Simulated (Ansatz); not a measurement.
A geometry of Al away from equilibrium: step 2 of the relaxation of a generated cell, Al built in the trigonal-Se structure type. Level of theory: r2SCAN (plane waves to 500 eV, PAW, scalar-relativistic; Ansatz, a first-principles code). Γ-centred k-mesh 12×12×10 on the run's cell, Fermi–Dirac smearing 0.05 eV. The plane waves were selected for a different cell earlier on the path.

```
CELL_PARAMETERS angstrom
      4.16510     0.00000     0.00000
     -2.08255     3.60708     0.00000
      0.00000     0.00000     4.92201
ATOMIC_POSITIONS crystal
  Al 0.26342 0.00000 0.83333
  Al 0.00000 0.26342 0.16667
  Al 0.73658 0.73658 0.50000
```

Question: Give the Cartesian forces on all atoms (eV/Å).

Answer: 
| atom | Fx | Fy | Fz |
|---|---|---|---|
| Al1 | 1.46 | 0.00 | 0.00 |
| Al2 | -0.73 | 1.26 | 0.00 |
| Al3 | -0.73 | -1.26 | 0.00 |

The path ends in Im-3m (No. 229) (bcc (W type)). No spin polarisation in the result.

The run could not lose the symmetry of its start: the end is stationary, and may be a saddle point rather than a minimum.

The end of the path is a generated cell of Al: the first start was made by placing the elements on the sites of a structure type, and the end was not matched to a known phase here, so it may be hypothetical. Known forms of Al include space group No. 225.
